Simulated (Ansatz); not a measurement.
**Structure relaxation, La**

The start is a relaxed La cell displaced along its unstable phonon at q = (½, 0, 0) of its primitive reciprocal cell (35i cm⁻¹), largest move 0.15 Å. Cell shape, volume and atoms are optimised at zero target pressure with PBE (plane waves to 420 eV, PAW, scalar-relativistic; Ansatz, an electronic-structure program). First-step values are on the input's coarse k-mesh.

Ansatz input (later rounds restart from its end on a renewed k-mesh):
Ansatz 0.2 input:
```yaml
crystal:
  lattice:
    - [13.2670116578, 0, 0]
    - [0, 6.6335058289, 0]
    - [0, 0, 6.6335058289]
  atoms:
    - { symbol: La, position: [0.125, 0, 0.4921702591] }
    - { symbol: La, position: [0.625, 0, 0.5078297409] }
    - { symbol: La, position: [0.375, 0, 0.4921702591] }
    - { symbol: La, position: [0.875, 0, 0.5078297409] }
    - { symbol: La, position: [-0.0113062387, 0.5, 0.25] }
    - { symbol: La, position: [0.5113062387, 0.5, 0.25] }
    - { symbol: La, position: [0.0113062387, 0.5, 0.75] }
    - { symbol: La, position: [0.4886937613, 0.5, 0.75] }
    - { symbol: La, position: [0.25, 0.25, 0.0050133454] }
    - { symbol: La, position: [0.75, 0.25, -0.0050133454] }
    - { symbol: La, position: [0.25, 0.75, 0.0050133454] }
    - { symbol: La, position: [0.75, 0.75, -0.0050133454] }
    - { symbol: La, position: [0, 0, 0] }
    - { symbol: La, position: [0.5, 0, 0] }
    - { symbol: La, position: [0.25, 0.5, 0.4830693943] }
    - { symbol: La, position: [0.75, 0.5, 0.5169306057] }
basis: { ecutwfc: 420, ecutrho_ratio: 4, xc_grid: 2, fft_grid_basis: typed }
kpoints: { mp_grid: { grid: [3, 5, 5] } }
hamiltonian:
  xc: pbe
  dispersion: none
  pseudopotentials: { azcp: { folder: ./paw }, kind: paw }
scf: { occupations: { method: fermi_dirac, width: 0.05 } }
relax: { f_tol: 0.01, max_steps: 100, cell: { stress_tol: 0.02 } }
output: { forces: true, stress: true }
```

Which atoms feel the largest initial force, and how large is it?

0.07 eV/Å, on La5, La6, La7, La8 (atoms numbered as listed).

By how much does the energy per atom fall from start to end?

0.01 eV/atom.

How does the volume per atom move from start to end?

+0.3 %, from 36.49 to 36.60 Å³/atom.

Does it find its way back to the structure it was made from?

It does not go back: it reaches Pmma (No. 51), 0.01 eV/atom below the parent.

How do the shortest distances between atoms change?

The closest pairs of elements (up to four, under 3.6 Å), start → end: La–La 3.32 → 3.14 Å.

What band gap does the relaxed structure have at this level?

Zero (metallic).

Final values are on a 4×7×7 k-mesh of the relaxed cell. No spin polarisation in the result.

The run could not lose the symmetry of its start: the end is stationary, and may be a saddle point rather than a minimum.

The relaxed structure here is a generated cell of La: the first start was made by placing the elements on the sites of a structure type, and the end was not matched to a known phase here, so it may be hypothetical. Known forms of La include space group No. 194.
